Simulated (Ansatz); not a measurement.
**Is this Si₅PdW₂ structure a true minimum?**

The structure comes from a proposed guess, relaxed at this level; another structure or a mixture of phases may lie lower.

Method: DFT PBE, scalar-relativistic, plane waves, PAW in Ansatz. Settings: cutoff 420 eV, Γ-centred mesh 10×10×4 on the computed 8-atom cell, Gaussian smearing of 0.10 eV; no spin polarisation.

The cell below (8 atoms, space group P4/mmm (No. 123)) is relaxed within its symmetry.

```
Si Pd W
1.0
     3.24583    0.00000    0.00000
     0.00000    3.24583    0.00000
     0.00000    0.00000   10.69190
Si Pd W
5 1 2
Direct
  0.50000 0.50000 0.87758
  0.00000 0.00000 0.74951
  0.50000 0.50000 0.12242
  0.00000 0.00000 0.25049
  0.00000 0.00000 0.50000
  0.00000 0.00000 0.00000
  0.50000 0.50000 0.64180
  0.50000 0.50000 0.35820
```

For the test it was strained at random (σ = 1.5 % a component), the atoms were moved at random (σ = 0.10 Å), and all was relaxed again on a coarse 6×6×2 mesh (in the run’s order of axes) with 0.20 eV smearing, with no symmetry imposed.

Spin–orbit coupling, which can matter for W, is left out.

Question: What happens?

Answer: It returns, within 1 meV/atom of the unmoved cell on that mesh and with the same symmetry when read at 0.1 Å (C2/m at 0.01 Å, so small strains and shifts remain). No instability shows in this cell; modes of other wave vectors, which need another repeat, aren't tested.
